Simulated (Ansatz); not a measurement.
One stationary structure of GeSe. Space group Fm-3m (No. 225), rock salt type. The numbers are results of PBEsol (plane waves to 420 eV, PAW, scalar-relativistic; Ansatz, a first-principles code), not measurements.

```xyz
2
Lattice="0.0000 2.7805 2.7805 2.7805 0.0000 2.7805 2.7805 2.7805 0.0000" Properties=species:S:1:pos:R:3 pbc="T T T"
Ge     2.7805     2.7805     2.7805
Se     0.0000     0.0000     0.0000
```

Problem. Estimate the band gap that PBEsol returns for this input.

Solution. No clear gap: the sampled points leave 0.17 eV away from the symmetry points, which may be a band crossing missed between them.

Problem. What is the computed smallest direct gap (PBEsol)?

Solution. 0.30 eV at L.

No spin polarisation in the result.

The run could not lose the symmetry of its start.

The first start was generated by placing the elements on the sites of a structure type. Materials Project lists a structure of GeSe in the same space group, Fm-3m (No. 225); the sites were not compared with it, nor with measured phases. Known forms of GeSe include space group No. 62.
